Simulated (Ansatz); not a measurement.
Here is the system:

AlGa3N4:
```
CELL_PARAMETERS angstrom
      4.46535     0.00000     0.00000
      0.00000     4.46535     0.00000
      0.00000     0.00000     4.46535
ATOMIC_POSITIONS crystal
  Al 0.00000 0.00000 0.00000
  Ga 0.50000 0.50000 0.00000
  Ga 0.00000 0.50000 0.50000
  Ga 0.50000 0.00000 0.50000
  N  0.75535 0.75535 0.24465
  N  0.75535 0.24465 0.75535
  N  0.24465 0.24465 0.24465
  N  0.24465 0.75535 0.75535
```

This is the r²SCAN-relaxed structure.

Task: All from the program Ansatz at the r²SCAN level (PAW), unless another level is named. Predict the bulk modulus (Birch–Murnaghan fit).

Result: 200 GPa.

Task: What about the highest zone-centre frequency (without LO–TO term)?

Result: 712 cm⁻¹.

Task: What about the zero-point energy?

Result: 83.5 meV/atom.

Task: Next, the vibrational entropy at 300 K?

Result: 14.5 J/(K·mol of atoms).

Space group P-43m. The workflow started from a Materials Project entry (that database holds measured and hypothetical structures alike); the Crystallography Open Database copy checked does not list it. With Al and Ga taken as one species the cell has the higher symmetry F-43m, so it may be an ordered model of a mixed-site phase. Whether it is the stable phase at ambient conditions was not checked. Symmetry was held in the r²SCAN relaxation; its stability against distortions is not shown here.

Potentials: the later of the program's two PAW sets.
